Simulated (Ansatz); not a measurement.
CdS (wurtzite, space group No. 186), plane-wave PAW PBE (Ansatz code). The conduction-band minimum lies at Γ, with 1 equivalent valley. Second derivatives d²E/dk² of the lowest band at one valley (eV·Å²), along Cartesian directions:

| direction | d²E/dk² |
|---|---|
| [100] | 60.04 |
| [010] | 60.04 |
| [001] | 64.30 |
| [110] | 60.04 |
| [101] | 62.19 |
| [011] | 62.19 |

**Question.** Find the principal effective masses, the density-of-states mass and the conductivity mass.

**Answer.** Off-diagonal terms follow from H_xy = H[110] − (H_xx + H_yy)/2, and m*/mₑ = 7.620 eV·Å² over each eigenvalue: 0.12, 0.13, 0.13. One valley's DOS mass (m₁m₂m₃)^(1/3) = 0.12, conductivity mass 3/(Σ 1/mᵢ) = 0.12 mₑ.

**Question.** What effective density of states Nc follows at 300 K for parabolic valleys?

**Answer.** Nc = 2.509e19 × 1 × (0.12)^(3/2) ≈ 1.0e18 cm⁻³.

Space group P6_3mc (wurtzite). The PBE relaxation kept the symmetry of its start. Scalar-relativistic: spin–orbit coupling is off unless named, which matters more the heavier the elements.

Potentials: the earlier of the program's two PAW sets.

Edges and masses are those of Kohn–Sham bands, whose gap is no quasiparticle gap.
